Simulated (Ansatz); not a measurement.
Which element?

Cell vectors (Å):

```
 3.0564  0.0000  0.0000
-1.5282  2.6469  0.0000
 0.0000  0.0000  5.0159
```

```json
{"atom": "Si", "a": "0.3333", "b": "0.6667", "c": "0.0046"}
{"atom": "Si", "a": "0.6667", "b": "0.3333", "c": "0.5046"}
{"atom": "X", "a": "0.3333", "b": "0.6667", "c": "0.3804"}
{"atom": "X", "a": "0.6667", "b": "0.3333", "c": "0.8804"}
```

The calculation used LDA, all-electron LAPW in Ansatz 0.2.0, scalar-relativistic. k mesh 8×8×4, strains of ±0.005, fixed occupations.

Elastic constants of a crystal by Kohn-Sham DFT: slopes of the stress over finite engineering strains of the given cell, Voigt indices, Cartesian axes as in the cell vectors.

| index | elastic (GPa) |
| --- | --- |
| 11 | 521 |
| 12 | 114.5 |
| 13 | 59.2 |
| 33 | 563.5 |
| 44 | 155 |

All X atoms are one element. Which one was computed?

C; the crystal is SiC (P6_3mc).

Known limits: constants at zero field, no piezoelectric stiffening.
